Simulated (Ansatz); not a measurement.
# Li$_{2}$Pd under pressure

All numbers below come from DFT LDA, scalar-relativistic, plane waves, PAW (Ansatz 0.2.0). Cutoff 420 eV, 12×12×16 k-points (Γ-centred), Fermi-Dirac smearing of 0.15 eV. No spin polarisation. Phonons by linear response, acoustic sum rule imposed.

The cell, relaxed at this level:
```xyz
3
Lattice="4.1215 0.0000 0.0000 -2.0607 3.5693 0.0000 0.0000 0.0000 2.6291" Properties=species:S:1:pos:R:3 pbc="T T T"
Li    0.0000    2.3795    1.3146
Li    2.0607    1.1898    1.3146
Pd    0.0000    0.0000    0.0000
```

In a metal, frequencies and elastic constants depend on the k mesh and the smearing, soft modes and shear constants most.

Problem. The cell is relaxed again at 5 and 15 GPa. How do volume, gap and optical modes at Γ (cm⁻¹, counted from the lowest optical one; a degenerate one stands once) change?

Solution.
```
          0 GPa  5 GPa  15 GPa
    V/V0  1.000  0.930   0.838
gap (eV)   0.00   0.00    0.00
  mode 1    95i    84i     60i
  mode 2    206    234     281
  mode 3    255    298     360
  mode 5    494    535     596
```